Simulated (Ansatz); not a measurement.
Theory: DFT PBE, scalar-relativistic, plane waves, PAW (Ansatz 0.2.0). All cells share a 420 eV cutoff and Γ-centred k meshes spaced at most about 0.3 Å⁻¹ (about 0.25 or finer for metals, 2π included). No spin polarisation in the final relaxations.

These are static total energies at zero pressure. All come from trial cells, and lower structures may exist.

**Question.** Order these relaxed structures of Ta₅Ru by energy, lowest first, with the energy over the lowest of them.
A.

```cif
data_structure
_symmetry_space_group_name_H-M 'P-6m2'
_symmetry_Int_Tables_number 187
_cell_length_a 2.9086
_cell_length_b 2.9086
_cell_length_c 14.5865
_cell_angle_alpha 90.000
_cell_angle_beta 90.000
_cell_angle_gamma 120.000
_cell_volume 106.87
loop_
_atom_site_label
_atom_site_type_symbol
_atom_site_symmetry_multiplicity
_atom_site_Wyckoff_symbol
_atom_site_fract_x
_atom_site_fract_y
_atom_site_fract_z
_atom_site_occupancy
Ta1 Ta 1 c 0.33333 0.66667 0.00000 1
Ta2 Ta 2 h 0.33333 0.66667 0.35017 1
Ta3 Ta 2 i 0.66667 0.33333 0.17566 1
Ru1 Ru 1 f 0.66667 0.33333 0.50000 1
```

B.

```cif
data_structure
_symmetry_space_group_name_H-M 'P4/mmm'
_symmetry_Int_Tables_number 123
_cell_length_a 3.2397
_cell_length_b 3.2397
_cell_length_c 9.9719
_cell_angle_alpha 90.000
_cell_angle_beta 90.000
_cell_angle_gamma 90.000
_cell_volume 104.66
loop_
_atom_site_label
_atom_site_type_symbol
_atom_site_symmetry_multiplicity
_atom_site_Wyckoff_symbol
_atom_site_fract_x
_atom_site_fract_y
_atom_site_fract_z
_atom_site_occupancy
Ta1 Ta 2 g 0.00000 0.00000 0.16987 1
Ta2 Ta 2 h 0.50000 0.50000 0.34131 1
Ta3 Ta 1 c 0.50000 0.50000 0.00000 1
Ru1 Ru 1 b 0.00000 0.00000 0.50000 1
```

**Answer.** B (0 meV/atom), A (368 meV/atom). Forms: B Ta and Ru ordered on bcc sites, P4/mmm; A Ta and Ru ordered on hcp sites, P-6m2. Counting all near atoms (those within 1.25 times the shortest distance at each site; a plus sign parts nearer from farther groups): B has Ta 8+6, Ru 8+6; A has Ta 12, Ru 12.

Spin–orbit coupling, which can matter for Ta, is left out. With atoms moved at random, P4/mmm came back. Other cells relaxed within their symmetry can be saddle points. Some structure types and database cells were kept out of the candidates from the start, so a known form may be missing.
